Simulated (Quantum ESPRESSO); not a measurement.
Ca$_{2}$MgZnO$_{4}$ (made-up cell) (calculated)

Calculation on a made-up crystal cell, not a measurement: periodic Kohn-Sham density functional theory in plane waves with PseudoDojo standard norm-conserving scalar-relativistic pseudopotentials, each functional with its own files (v0.5 for PBE, v0.4.1 for LDA and PBEsol), no spin polarisation, no spin-orbit coupling, atoms not relaxed, stress positive in tension, energies less a fixed whole-eV offset for each atom's element; levels are Kohn-Sham levels at fractions of this cell's reciprocal vectors, counted from the reference band (half the neutral cell's valence electrons, rounded up) at Gamma; error bars cover cutoff and k-mesh only, not smearing or the files; each bar is the largest change over components, and at least 0.002 eV, 0.002 eV per angstrom or 0.02 GPa; added strain carries the atoms with the cell, and shear is the tensor component; energies are for the whole cell, and the offsets were chosen from early runs and are not element reference energies. Program: Quantum ESPRESSO 7.5.

```yaml
- formula: Ca2MgZnO4
  kind: "made-up cell"
  structure:
    cell_angstrom: [[4.4384, 0.0, 0.0], [0.0, 4.4384, 0.0], [0.0, 0.0, 4.4384]]
    atoms_fractional:
      - [Ca, -0.00852, 0.00649, -0.01658]
      - [Mg, -0.00894, 0.51798, 0.51534]
      - [Ca, 0.51784, 0.03177, 0.50478]
      - [Zn, 0.47582, 0.49266, 0.02839]
      - [O, 0.49516, -0.01728, -0.0064]
      - [O, 0.49421, 0.52814, 0.48247]
      - [O, 1.01086, 0.00541, 0.48961]
      - [O, 0.9706, 0.50381, 0.00029]
  given:
    lattice_type: rocksalt
    functional: pbe
    "cutoff [eV]": 1143
    "fermi_dirac_smearing [eV]": 0.025
    "scf_tolerance [eV]": 1.0e-07
    electrons_removed: 0
    k_mesh: "4 x 4 x 4, shifted by half a step"
    atom_site: [1, 2, 3, 4, 5, 6, 7, 8]
  results:
    "pressure [GPa]": 16.73
    "stress_xx [GPa]": -16.22
    "stress_yy [GPa]": -15.71
    "stress_zz [GPa]": -18.27
    "stress_yz [GPa]": 0.514
    "stress_xz [GPa]": -0.08655
    "stress_xy [GPa]": 0.4463
    force_site: [1, 2, 3, 4, 5, 6, 7, 8]
    "force_x [eV/angstrom]": [0.4955, 0.2556, -0.9415, 0.1973, -0.3026, -0.07262, -0.02452, 0.3929]
    "force_y [eV/angstrom]": [-0.2619, 0.1594, -0.625, 0.5728, 0.4867, -0.4951, 0.2424, -0.07935]
    "force_z [eV/angstrom]": [0.9209, -0.5466, -0.6192, -0.3553, 0.3539, 0.4346, 0.05089, -0.2391]
    "error_bar_stress [GPa]": 0.04434
    "error_bar_force [eV/angstrom]": 0.004629
    error_bars_from: "tighter rerun of a related cell"
```
